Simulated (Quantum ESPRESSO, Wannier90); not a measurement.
Wannierisation of Nb (bcc (W type))

```xyz
1
Lattice="-1.6588 1.6588 1.6588 1.6588 -1.6588 1.6588 1.6588 1.6588 -1.6588" Properties=species:S:1:pos:R:3 pbc="T T T"
Nb     0.0000     0.0000     0.0000
```

Materials Project entry mp-75; symmetrised, unrelaxed at this level. This is the element's usual structure. Computed values, not measurements, from PBEsol: Quantum ESPRESSO (norm-conserving PseudoDojo potentials, cutoff 66 Ry, spinors with spin-orbit coupling) on a Γ-centred 10×10×10 mesh, then Wannier90. Density: 18×18×18 mesh, cold smearing 0.01 Ry.

The plane-wave run has 42 bands and 13 electrons a cell. On the energy scale of pw.x, whose zero is arbitrary, the Fermi level lies at 17.55 eV.

Isolated groups of bands, relative to the Fermi level (bands from 9 on overlap up to the last one computed):

```json
[
 {"bands": "1–2", "from (eV)": "-54.22", "to (eV)": "-53.82", "filling": "filled", "weight on atomic waves": "Nb 4s 94 %"},
 {"bands": "3–4", "from (eV)": "-31.90", "to (eV)": "-31.09", "filling": "filled", "weight on atomic waves": "Nb 4p 98 %"},
 {"bands": "5–8", "from (eV)": "-29.89", "to (eV)": "-28.89", "filling": "filled", "weight on atomic waves": "Nb 4p 98 %"}
]
```

Input w.win, without the blocks of cell, atoms and k-points (1000 lines):

```
num_bands = 34
num_wann = 18
exclude_bands = 1-8
spinors = true
num_iter = 800
conv_tol = 1.0e-6
conv_window = 4
dis_num_iter = 1000
dis_conv_tol = 1.0e-6
dis_froz_max = 35.39
write_hr = true
write_u_matrices = true
begin projections
Nb: s;p;d
end projections
mp_grid = 10 10 10
```

wannier90.x stops with:
```
dis_windows: More states in the frozen window than target WFs
```
At some k-point more bands lie below dis_froz_max than there are Wannier functions, and every frozen state has to fit into the subspace. Mended as below, all else unchanged, the run goes through (Ω_I = 19.5 Å²) and follows the plane-wave bands to 5.7 meV rms (states up to 1.0 eV relative to the Fermi level).
```
dis_froz_max = 19.05
```
